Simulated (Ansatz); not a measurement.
TiAl$_{2}$:
```
TiAl2
1.0
   -1.97511     1.97511    12.07729
    1.97511    -1.97511    12.07729
    1.97511     1.97511   -12.07729
Ti Al
4 8
Direct
  0.67200   0.17200   0.50000
  0.92200   0.92200   0.00000
  0.07800   0.07800   0.00000
  0.82800   0.32800   0.50000
  0.41369   0.41369   0.00000
  0.16369   0.66369   0.50000
  0.33631   0.83631   0.50000
  0.58631   0.58631   0.00000
  0.24999   0.24999   0.00000
  0.99999   0.49999   0.50000
  0.50001   0.00001   0.50000
  0.75001   0.75001   0.00000
```

Relaxed with r²SCAN.

Task: Map the electron localisation function on the plane through (0.672, 0.172, 0.500) spanned by u = [1, 1, 0] and v = [1, 0, 1] in lattice vectors, from DFT-r²SCAN in the program Ansatz with PAW potentials.

Result: x is the fraction of u, y of v (the angle between them is 90°; rows are the nearest grid lines); atoms in the plane: Ti at (0.00, 0.00), Ti at (0.75, 0.50), Ti at (0.91, 0.50), Ti at (0.16, 0.00), Al at (0.24, 0.50), Al at (0.49, 0.00), Al at (0.66, 0.00), Al at (0.41, 0.50), Al at (0.08, 0.50), Al at (0.33, 0.00).
```
| %.+:+ # **%:  @#+* -=.-= .+**@-  %**.% |
|.%.*:+:%.**%-:.@#** ==.-+  ++*@-: %**.%.|
|*%:#--#%.##%+ :@#*# *+:=*  *+=%+ :#=+:%*|
|%+=%+:%*:@%@# +@%#%=%*-+%-:#=:**.+*:=-+%|
|=:*@*.+:-@@@%:#@@%@#@#=*@##%:.-#*%+ :=:=|
|..%@#:..+@@@%=#@%%@%@%=#@@@#...*@%-..=..|
| -%*#+..#%*@#=*@#*@%@%:#@@@*.+.+@#:=--- |
|:+#.+#--#=.%*-+%-:%#@% +@%@==%=-%+-%#:=:|
|=#+ :%+=#  *+:=*  ##@* :@#%:#*#.#-+#@.+=|
|*%-: @*+*  ==.-+  +*@=: %##.%.%.*:+:%.**|
|*%:  @#+* .-=.-= .+*@-  %**.% %.+:+ # **|
|*%-: @*+*  ==.-+  +*@=: %##.%.%.*:+:%.**|
|=#+ :%+=#  *+:=*  ##@* :@#%:#*#.#-+#@.+=|
|:+#.+#--#=.%*-+%-:%#@% +@%@==%=-%+-%#:=:|
| -%*#+..#%*@#=*@#*@%@%:#@@@*.+.+@#:=--- |
|..%@#:..+@@@%=#@%%@%@%=#@@@#...*@%-..=..|
|=:*@*.+:-@@@%:#@@%@#@#=*@##%:.-#*%+ :=:=|
|%+=%+:%*:@%@# +@%#%=%*-+%-:#=:**.+*:=-+%|
|*%:#--#%.##%+ :@#*# *+:=*  *+=%+ :#=+:%*|
|.%.*:+:%.**%-:.@#** ==.-+  ++*@-: %**.%.|
| %.+:+ # **%:  @#+* -=.-= .+**@-  %**.% |
```
Scale: ten equal steps from 0.004 (start of ' ') to 0.713 (end of '@'), in the order ' .:-=+*#%@'; x runs from 0.000 to 1.00, y from 0.000 (bottom) to 1.00 (top).

The density is the valence pseudo-density with augmentation charge, so density and ELF within about 1 Å of a nucleus are not all-electron values.

Space group I4_1/amd. The first step of the workflow began from a Materials Project structure, measured or hypothetical; the Crystallography Open Database copy checked does not list it. COD files the formula under space group No. 65. With Ti and Al taken as one species the cell has the higher symmetry Fm-3m, so it may be an ordered model of a mixed-site phase. Whether it is the stable phase at ambient conditions was not checked. The cell was relaxed with r²SCAN under the symmetry of its start; its stability against distortions is not shown here. No spin polarisation was allowed.

Potentials: the later of the program's two PAW sets.
